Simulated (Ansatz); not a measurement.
Pd:
```
Pd
1.0
    0.00000     2.87038     2.87038
    2.87038     0.00000     2.87038
    2.87038     2.87038     0.00000
Pd
2
Direct
  0.00000   0.00000   0.00000
  0.25000   0.25000   0.25000
```

Relaxed with r²SCAN.

Problem. Map the electron localisation function on the plane through (0.000, 0.000, 0.000) spanned by u = [1, 0, 0] and v = [-1, 1, 1] in lattice vectors, from the program Ansatz at the r²SCAN level (PAW).

Solution. x is the fraction of u, y of v (the angle between them is 90°; rows are the nearest grid lines); atoms in the plane: Pd at (0.00, 0.00), Pd at (0.50, 0.25).
```
|446995333333333599644|
|447985322222223589744|
|999853211111112358999|
|998532110000011235899|
|664321110000011123566|
|433221100000001122334|
|222111000000000111222|
|111100000000000001111|
|110000000000000000011|
|000000000000000000000|
|000000111222111000000|
|000001122222221100000|
|000001122333221100000|
|000011223444322110000|
|001112368999863211100|
|111123589989985321111|
|122224798656897422221|
|222335896444698533222|
|443445897444798544344|
|665444798777897444566|
|998644589999985446899|
|999864457898754468999|
|446985443333344589644|
|446995333333333599644|
```
Scale: ten equal steps from 0.037 (start of '0') to 0.468 (end of '9'), in the order '0123456789'; x runs from 0.000 to 1.00, y from 0.000 (bottom) to 1.00 (top).

The density is the valence pseudo-density with augmentation charge, so density and ELF within about 1 Å of a nucleus are not all-electron values.

Space group Fd-3m (diamond). The start of the workflow was typed in or built on a structure type; neither database checked (COD, Materials Project) lists it. It is not the phase usual at ambient conditions (space group No. 225). The r²SCAN relaxation kept the symmetry of its start. At this level the phase is mechanically unstable. No spin polarisation was allowed.

Potentials: the earlier of the program's two PAW sets.
